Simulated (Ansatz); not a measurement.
Space group Pm-3m (No. 221). a = 2.878 Å, b = 2.878 Å, c = 2.878 Å, α = 90.00°, β = 90.00°, γ = 90.00°
```json
{"atom": "Ga", "site": "1a", "symmetry": "m-3m", "x": "0.0000", "y": "0.0000", "z": "0.0000"}
{"atom": "Ni", "site": "1b", "symmetry": "m-3m", "x": "0.5000", "y": "0.5000", "z": "0.5000"}
```

Equation of state of this GaNi structure (not necessarily the ground state), with shape and atoms relaxed at each volume where symmetry leaves them free. It has no gap at any of these volumes. Method: DFT r2SCAN, scalar-relativistic, plane waves, PAW in Ansatz 0.2.0.

Settings: cutoff 500 eV, Γ-centred mesh 14×14×14 on the computed 2-atom cell, Gaussian smearing of 0.10 eV; no spin polarisation.

| V (Å³/atom) | E − E(largest V) (meV/atom) | P (GPa) |
| --- | --- | --- |
| 10.487 | 65.71 | 30.51 |
| 10.845 | 8.81 | 20.80 |
| 11.202 | -28.19 | 12.64 |
| 11.560 | -48.46 | 5.77 |
| 11.917 | -54.68 | 0.00 |
| 12.275 | -49.05 | -4.85 |
| 12.632 | -33.48 | -8.93 |
| 13.109 | 0.00 | -13.36 |

Q: Fit a third-order Birch–Murnaghan equation to E(V).

A: V0 = 11.92 Å³/atom, B0 = 176 GPa, B0' = 4.8.

Cost: 8 runs of about 1.6 core-minutes in all, on Oxide Virtual Turin-like Processor (Zen 5) (shared hosts).